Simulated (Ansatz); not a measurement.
B$_{2}$O$_{3}$:
```yaml
crystal:
  lattice:
    - [4.34269, 0.00000, 0.00000]
    - [-2.17135, 3.76088, 0.00000]
    - [0.00000, 0.00000, 8.38895]
  atoms:
    - { symbol: B, position: [0.77036, 0.60264, 0.77532] }
    - { symbol: B, position: [0.39736, 0.16771, 0.10865] }
    - { symbol: B, position: [0.83229, 0.22964, 0.44198] }
    - { symbol: B, position: [0.60264, 0.77036, 0.22468] }
    - { symbol: B, position: [0.16771, 0.39736, 0.89135] }
    - { symbol: B, position: [0.22964, 0.83229, 0.55802] }
    - { symbol: O, position: [0.14369, 0.54573, 0.46201] }
    - { symbol: O, position: [0.45427, 0.59796, 0.79534] }
    - { symbol: O, position: [0.40204, 0.85631, 0.12867] }
    - { symbol: O, position: [0.54573, 0.14369, 0.53799] }
    - { symbol: O, position: [0.59796, 0.45427, 0.20466] }
    - { symbol: O, position: [0.85631, 0.40204, 0.87133] }
    - { symbol: O, position: [0.00000, 0.84016, 0.66667] }
    - { symbol: O, position: [0.15984, 0.15984, 0.00000] }
    - { symbol: O, position: [0.84016, 0.00000, 0.33333] }
```

Tensor components refer to the Cartesian frame of this cell.

Q: Give the proper piezoelectric stress tensor with relaxed ions from r²SCAN in the plane-wave PAW code Ansatz.

A: In C/m², rows x, y, z, Voigt columns; mesh uncertainty up to 0.00.
```
-0.20   0.20   0.00   0.09   0.00   0.00
 0.00   0.00   0.00   0.00  -0.09   0.20
 0.00   0.00   0.00   0.00   0.00   0.00
```

The elastic tensor of the same run (GPa):

```tsv
	1	2	3	4	5	6
1	173	45.9	11.0	-13.8	0.0	0.0
2	45.9	173	11.0	13.8	0.0	0.0
3	11.0	11.0	58.6	0.0	0.0	0.0
4	-13.8	13.8	0.0	47.5	0.0	0.0
5	0.0	0.0	0.0	0.0	47.5	-13.8
6	0.0	0.0	0.0	0.0	-13.8	63.5
```

Q: Convert to strain constants d = e·S.

A: In pC/N:
```
-1.4   1.4   0.0   1.0   0.0   0.0
 0.0   0.0   0.0   0.0  -1.0   2.9
 0.0   0.0   0.0   0.0   0.0   0.0
```

Space group P3_121. The workflow started from a Materials Project entry (that database holds measured and hypothetical structures alike); the Crystallography Open Database files this formula in space group No. 152, but the cells were not matched. Its standing as an ambient phase is unchecked. Symmetry was held in the r²SCAN relaxation; phonons on a q-mesh show no instability.

Potentials: the earlier of the program's two PAW sets.
